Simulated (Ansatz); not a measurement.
# Field gradients of Mg₂C₃ from run to run

Cell of run 1: a structure deposited in the COD, taken as it stands.

```
CELL_PARAMETERS angstrom
2.41550 -2.35000 0.00000
2.41550 2.35000 0.00000
-1.22707 0.00000 4.83328
ATOMIC_POSITIONS crystal
Mg 0.80870 0.80870 0.20110
Mg 0.19130 0.19130 0.79890
C 0.29890 0.29890 0.26150
C 0.70110 0.70110 0.73850
C 0.50000 0.50000 0.50000
```

Sites (sets of like atoms) are named by element and the number of their first atom in this list.

Relaxed positions (PBE, cell held):

```
CELL_PARAMETERS angstrom
2.41550 -2.35000 0.00000
2.41550 2.35000 0.00000
-1.22707 0.00000 4.83328
ATOMIC_POSITIONS crystal
Mg 0.80962 0.80962 0.19943
Mg 0.19038 0.19038 0.80057
C 0.30006 0.30006 0.26310
C 0.69994 0.69994 0.73690
C 0.50000 0.50000 0.50000
```

All runs are DFT with Ansatz 0.2.0 (plane waves and PAW, scalar-relativistic unless spin–orbit coupling is named, Γ-centred meshes, Fermi–Dirac smearing where given) in this cell.

Run 1: PBE, atoms as given; 420 eV, 9×9×6 k-points, smearing 0.05 eV.
Run 2: PBE, atoms relaxed; 420 eV, 9×9×6 k-points, smearing 0.05 eV.
Run 3: r2SCAN, at the relaxed atoms; 500 eV, 9×9×6 k-points, smearing 0.05 eV.

(1) What does each run give, and what moves the gradients most?

Results:

(1) 

```csv
run,Mg V_zz (η),C3 V_zz (η),C5 V_zz (η)
1,0.67 (0.55),0.97 (0.72),-4.25 (0.09)
2,0.70 (0.46),0.99 (0.80),-4.32 (0.09)
3,0.70 (0.54),0.96 (0.61),-4.59 (0.10)
```

V_zz in 10²¹ V/m². Against run 1, the gradient tensors on these sites move by at most 0.07 in run 2 (C5), 0.34 in run 3 (C5). Taken one at a time, the functional (r2SCAN with its higher cutoff) moves the tensors on these sites by up to 0.27 (largest principal value of the change, on C5), the positions of the atoms (as given or relaxed) by 0.07 (C5).

In runs 1, 3 the atoms aren't at the calculated equilibrium (largest force 0.48, 0.34 eV/Å).
